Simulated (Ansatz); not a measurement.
La2TaReN6:
```cif
data_La8N24Re4Ta4
_chemical_formula_sum 'La8 Ta4 Re4 N24'
_space_group_name_H-M_alt 'Fm-3m'
_space_group_IT_number 225
_space_group_name_Hall '-F 4 2 3'
_cell_length_a 8.01487
_cell_length_b 8.01487
_cell_length_c 8.01487
_cell_angle_alpha 90.000
_cell_angle_beta 90.000
_cell_angle_gamma 90.000
loop_
_atom_site_label
_atom_site_type_symbol
_atom_site_symmetry_multiplicity
_atom_site_Wyckoff_symbol
_atom_site_fract_x
_atom_site_fract_y
_atom_site_fract_z
_atom_site_occupancy
La1 La 8 c 0.25000 0.25000 0.25000 1
Ta1 Ta 4 b 0.50000 0.50000 0.50000 1
Re1 Re 4 a 0.00000 0.00000 0.00000 1
N1 N 24 e 0.00000 0.00000 0.24470 1
```
(The calculation used a cell of 10 atoms; values per cell refer to that cell.)

Relaxed with r²SCAN.

Problem. Which orbitals make up the states near the Fermi level in DFT-r²SCAN in the program Ansatz with PAW potentials?

Solution. Within 0.5 eV of the Fermi level: N 2p 73 %, Re 5d 11 %, La 5d 6 %, Ta 5d 5 %. Projections are on Löwdin-orthogonalised atomic valence shells; empty p or d shells of many metals are not among them.

Problem. Tabulate the density of states.

Solution. States/eV per cell of 10 atoms, in 0.25 eV bins, energy from the Fermi level.

```tsv
E (eV)	total	N 2p	La 4f	Re 5d
-7.85	0.00	0.00	0.00	0.00
-7.60	0.00	0.00	0.00	0.00
-7.35	0.00	0.00	0.00	0.00
-7.10	0.00	0.00	0.00	0.00
-6.85	0.22	0.12	0.00	0.06
-6.60	3.72	2.12	0.01	0.84
-6.35	4.00	2.18	0.01	0.89
-6.10	5.31	2.87	0.01	1.12
-5.85	6.09	3.24	0.02	1.46
-5.60	5.56	2.94	0.02	1.42
-5.35	5.26	2.81	0.02	1.43
-5.10	14.05	6.73	0.06	5.18
-4.85	3.78	2.19	0.02	0.81
-4.60	1.64	1.07	0.01	0.14
-4.35	3.03	2.04	0.02	0.14
-4.10	5.07	3.32	0.03	0.14
-3.85	9.17	6.01	0.06	0.21
-3.60	9.35	6.18	0.10	0.20
-3.35	4.72	3.29	0.08	0.15
-3.10	2.36	1.60	0.05	0.11
-2.85	2.06	1.41	0.04	0.10
-2.60	2.52	1.80	0.05	0.10
-2.35	4.04	3.00	0.07	0.11
-2.10	3.35	2.57	0.07	0.08
-1.85	5.79	4.58	0.15	0.16
-1.60	9.27	7.45	0.28	0.26
-1.35	8.89	6.95	0.22	0.36
-1.10	8.12	6.41	0.17	0.35
-0.85	5.88	4.70	0.14	0.25
-0.60	4.62	3.82	0.15	0.13
-0.35	3.22	2.67	0.13	0.11
-0.10	2.96	2.34	0.12	0.20
0.15	1.84	1.20	0.07	0.30
0.40	1.33	0.54	0.03	0.44
0.65	1.65	0.60	0.05	0.60
0.90	2.06	0.70	0.08	0.80
1.15	2.89	0.92	0.12	1.19
1.40	4.00	1.22	0.20	1.73
1.65	3.28	1.07	0.22	1.42
1.90	2.79	0.94	0.25	1.22
2.15	2.72	0.91	0.32	1.22
2.40	1.48	0.45	0.19	0.64
2.65	0.41	0.01	0.06	0.01
2.90	3.83	0.19	1.71	0.05
3.15	16.32	0.56	11.85	0.23
3.40	26.18	0.50	23.62	0.30
3.65	50.05	0.77	47.57	0.45
3.90	16.26	1.11	13.94	0.19
4.15	9.53	0.79	4.44	0.18
```

The start of the workflow was typed in or built on a structure type; neither database checked (COD, Materials Project) lists it. Its standing as an ambient phase is unchecked. Symmetry was held in the r²SCAN relaxation; whether a distortion lowers the energy is not shown. The workflow began spin-polarised and lost its moments. Spin–orbit coupling is left out wherever it is not named.

Potentials: the later of the program's two PAW sets.
